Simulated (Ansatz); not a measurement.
BaO (rock salt, Fm-3m) at seven volumes, plane-wave PAW PBEsol (Ansatz code), scaled uniformly. One row is withheld.

```tsv
V (Å³/atom)	P (GPa)
18.821	9.11
19.441	?
20.061	2.54
20.682	0.00
21.302	-2.15
21.923	-3.96
22.543	-5.49
```

Question: Fit the shown pressures and predict the withheld one.

Answer: P = (3/2)B₀(x^(7/2) − x^(5/2))[1 + (3/4)(B′ − 4)(x − 1)] with x = (V₀/V)^(2/3). Least squares on the six rows gives V₀ = 20.681 Å³/atom, B₀ = 77.7 GPa, B′ = 4.62. At V = 19.441, x = 1.0421 and P = 5.54 GPa. The run itself gave 5.55 GPa.

The PBEsol relaxation kept the symmetry of its start. Scalar-relativistic: spin–orbit coupling is off unless named, which matters more the heavier the elements.

Potentials: the later of the program's two PAW sets.
